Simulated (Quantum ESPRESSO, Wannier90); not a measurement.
## Tight-binding from DFT: HgSe (zinc blende)

Cell from Materials Project (mp-820), symmetrised, no further relaxation. COD (Crystallography Open Database) has an entry of this formula and space group (matched by these alone). Computed values, not measurements, from PBE: Quantum ESPRESSO (norm-conserving PseudoDojo potentials, cutoff 69 Ry, no spin polarisation, no spin-orbit coupling) on a Γ-centred 8×8×8 mesh, then Wannier90. Density: 8×8×8 mesh, Gaussian smearing 0.01 Ry. Spin-orbit coupling is left out although heavy elements are present.

Input w.win:

```
num_bands = 17
num_wann = 8
exclude_bands = 1-9,11-15
num_iter = 0
conv_tol = 1.0e-6
conv_window = 4
dis_num_iter = 1000
dis_conv_tol = 1.0e-6
dis_froz_max = 9.78
write_hr = true
write_u_matrices = true
begin projections
Hg: s;p
Se: s;p
end projections
begin unit_cell_cart
ang
    0.0000000000    3.0963250000    3.0963250000
    3.0963250000    0.0000000000    3.0963250000
    3.0963250000    3.0963250000    0.0000000000
end unit_cell_cart
begin atoms_frac
Hg   0.0000000000  0.0000000000  0.0000000000
Se   0.2500000000  0.2500000000  0.2500000000
end atoms_frac
mp_grid = 8 8 8
begin kpoints
0.0000000000 0.0000000000 0.0000000000
0.0000000000 0.0000000000 0.1250000000
0.0000000000 0.0000000000 0.2500000000
... (509 more lines: the 8x8x8 mesh through Gamma)
end kpoints
```

On the energy scale of pw.x, whose zero is arbitrary, the Fermi level lies at 8.28 eV. Lines of w_hr.dat (R1 R2 R3 m n Re Im, eV) for R = 0 and one of the shortest lattice vectors, rounded to 0.01 eV, lines under 0.02 eV left out; orbitals in order: Hg1 s, Hg1 pz, Hg1 px, Hg1 py, Se2 s, Se2 pz, Se2 px, Se2 py.

```
    0    0    0    1    1     6.79     0.00
    0    0    0    5    1    -1.06     0.00
    0    0    0    6    1     1.05     0.00
    0    0    0    7    1     1.05     0.00
    0    0    0    8    1     1.05     0.00
    0    0    0    2    2    13.88     0.00
    0    0    0    5    2    -1.04     0.00
    0    0    0    6    2     0.24     0.00
    0    0    0    7    2     1.17     0.00
    0    0    0    8    2     1.17     0.00
    0    0    0    3    3    13.88     0.00
    0    0    0    5    3    -1.04     0.00
    0    0    0    6    3     1.17     0.00
    0    0    0    7    3     0.24     0.00
    0    0    0    8    3     1.17     0.00
    0    0    0    4    4    13.88     0.00
    0    0    0    5    4    -1.04     0.00
    0    0    0    6    4     1.17     0.00
    0    0    0    7    4     1.17     0.00
    0    0    0    8    4     0.24     0.00
    0    0    0    1    5    -1.06     0.00
    0    0    0    2    5    -1.04     0.00
    0    0    0    3    5    -1.04     0.00
    0    0    0    4    5    -1.04     0.00
    0    0    0    5    5    -3.25     0.00
    0    0    0    1    6     1.05     0.00
    0    0    0    2    6     0.24     0.00
    0    0    0    3    6     1.17     0.00
    0    0    0    4    6     1.17     0.00
    0    0    0    6    6     8.48     0.00
    0    0    0    1    7     1.05     0.00
    0    0    0    2    7     1.17     0.00
    0    0    0    3    7     0.24     0.00
    0    0    0    4    7     1.17     0.00
    0    0    0    7    7     8.48     0.00
    0    0    0    1    8     1.05     0.00
    0    0    0    2    8     1.17     0.00
    0    0    0    3    8     1.17     0.00
    0    0    0    4    8     0.24     0.00
    0    0    0    8    8     8.48     0.00
   -1    0    0    1    1    -0.07     0.00
   -1    0    0    2    1     0.08     0.00
   -1    0    0    3    1    -0.07     0.00
   -1    0    0    4    1     0.08     0.00
   -1    0    0    5    1     0.03     0.00
   -1    0    0    1    2    -0.08     0.00
   -1    0    0    2    2     0.15     0.00
   -1    0    0    3    2     0.09     0.00
   -1    0    0    4    2     0.16     0.00
   -1    0    0    1    3    -0.07     0.00
   -1    0    0    2    3    -0.09     0.00
   -1    0    0    3    3    -0.33     0.00
   -1    0    0    4    3    -0.09     0.00
   -1    0    0    5    3     0.03     0.00
   -1    0    0    6    3    -0.02     0.00
   -1    0    0    8    3    -0.02     0.00
   -1    0    0    1    4    -0.08     0.00
   -1    0    0    2    4     0.16     0.00
   -1    0    0    3    4     0.09     0.00
   -1    0    0    4    4     0.15     0.00
   -1    0    0    1    5    -1.06     0.00
   -1    0    0    2    5     1.04     0.00
   -1    0    0    3    5    -1.04     0.00
   -1    0    0    4    5     1.04     0.00
   -1    0    0    6    5     0.03     0.00
   -1    0    0    7    5     0.08     0.00
   -1    0    0    8    5     0.03     0.00
   -1    0    0    1    6    -1.05     0.00
   -1    0    0    2    6     0.24     0.00
   -1    0    0    3    6    -1.17     0.00
   -1    0    0    4    6     1.17     0.00
   -1    0    0    5    6    -0.03     0.00
   -1    0    0    6    6     0.02     0.00
   -1    0    0    7    6     0.03     0.00
   -1    0    0    1    7     1.05     0.00
   -1    0    0    2    7    -1.17     0.00
   -1    0    0    3    7     0.24     0.00
   -1    0    0    4    7    -1.17     0.00
   -1    0    0    5    7     0.08     0.00
   -1    0    0    6    7    -0.03     0.00
   -1    0    0    7    7    -0.06     0.00
   -1    0    0    8    7    -0.03     0.00
   -1    0    0    1    8    -1.05     0.00
   -1    0    0    2    8     1.17     0.00
   -1    0    0    3    8    -1.17     0.00
   -1    0    0    4    8     0.24     0.00
   -1    0    0    5    8    -0.03     0.00
   -1    0    0    7    8     0.03     0.00
   -1    0    0    8    8     0.02     0.00
```
